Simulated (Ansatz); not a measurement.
ZnS:
Space group P3m1 (No. 156); a = 3.7419 Å, b = 3.7419 Å, c = 24.5157 Å, α = 90.00°, β = 90.00°, γ = 120.00°

| atom | site | symmetry | x | y | z |
|---|---|---|---|---|---|
| Zn | 1b | 3m. | 0.3333 | 0.6667 | 0.1251 |
| Zn | 1a | 3m. | 0.0000 | 0.0000 | 0.0003 |
| Zn | 1c | 3m. | 0.6667 | 0.3333 | 0.6249 |
| Zn | 1c | 3m. | 0.6667 | 0.3333 | 0.8753 |
| Zn | 1a | 3m. | 0.0000 | 0.0000 | 0.7501 |
| Zn | 1b | 3m. | 0.3333 | 0.6667 | 0.3751 |
| Zn | 1a | 3m. | 0.0000 | 0.0000 | 0.4999 |
| Zn | 1c | 3m. | 0.6667 | 0.3333 | 0.2501 |
| S | 1c | 3m. | 0.6667 | 0.3333 | 0.3438 |
| S | 1c | 3m. | 0.6667 | 0.3333 | 0.9690 |
| S | 1b | 3m. | 0.3333 | 0.6667 | 0.2186 |
| S | 1a | 3m. | 0.0000 | 0.0000 | 0.5934 |
| S | 1a | 3m. | 0.0000 | 0.0000 | 0.0938 |
| S | 1a | 3m. | 0.0000 | 0.0000 | 0.8438 |
| S | 1b | 3m. | 0.3333 | 0.6667 | 0.4686 |
| S | 1c | 3m. | 0.6667 | 0.3333 | 0.7186 |

This is the LDA-relaxed structure.

Problem. All from DFT-LDA in the program Ansatz with PAW potentials, unless another level is named. Estimate the vibrational entropy at 300 K.

Solution. 28.8 J/(K·mol of atoms).

Problem. Give the zero-point energy.

Solution. 41.2 meV/atom.

The workflow started from a Materials Project entry (that database holds measured and hypothetical structures alike); the Crystallography Open Database files this formula in space group No. 156, but the cells were not matched. It is not the phase usual at ambient conditions (space group No. 186, 216). Symmetry was held in the LDA relaxation; phonons on a q-mesh show no instability.

Potentials: the later of the program's two PAW sets.
